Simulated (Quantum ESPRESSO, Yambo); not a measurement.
Mg$_{2}$FeH$_{6}$ (space group Fm-3m, No. 225): static response along x against the Γ-centred k mesh (Yambo on LDA (Quantum ESPRESSO, PseudoDojo norm-conserving, 90 Ry, without SOC) bands; 55 bands, 3 Ry block). The smallest direct LDA gap is 1.71 eV.

```
k mesh    ε(0), independent particles  ε(0), RPA with local fields
--------  ---------------------------  ---------------------------
4×4×4                            6.12                         5.51
6×6×6                            6.17                         5.56
8×8×8                            6.17                         5.56
10×10×10                          [?]                          [?]
```

### Question
What does the densest mesh give?

### Answer

- 10×10×10, ε(0), independent particles: 6.16
- 10×10×10, ε(0), RPA with local fields: 5.55

The last step changes the RPA value by 0.1 %. Electronic response only; costs are rough.

Geometry of the Materials Project entry, not relaxed at this level; primitive cell a = b = c = 4.4937 Å, α = β = γ = 60.00°.

The runs are not spin-polarised; magnetic order was not tried.
